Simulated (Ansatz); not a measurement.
Input and command of a plane-wave DFT calculation in Ansatz:

```yaml
crystal:
  lattice:
    - [2.5917834689, 0.0, 0.0]
    - [0.0, 2.5917834689, 0.0]
    - [0.0, 0.0, 3.6293877562]
  atoms:
    - { symbol: Zn, position: [0.5, 0.5, 0.5] }
    - { symbol: Ni, position: [0.0, 0.0, 0.0] }
basis:
  ecutwfc: 500
kpoints:
  mp_grid: { grid: [20, 20, 16] }
hamiltonian:
  xc: r2scan
scf:
  occupations: { method: gaussian, width: 0.15 }
output:
  forces: true
  stress: true
  eigenvalues: true
```

```bash
ansatz run input.yaml --threads 1 --pin off --max-ram 2560MiB --backend cpu --events-out ev --progress --plain --runs-dir out
```

Processor: Arm Neoverse V1, 1 thread, on a host shared with other jobs.

Question: Estimate time, memory and problem size.

Answer: About 47 s on 1 thread of Arm Neoverse V1, with other jobs on the host, peak memory 0.6 GiB. It solves 19 bands at 594 k points (the mesh reduced by symmetry) with about 625 plane waves, in 9 SCF iterations.
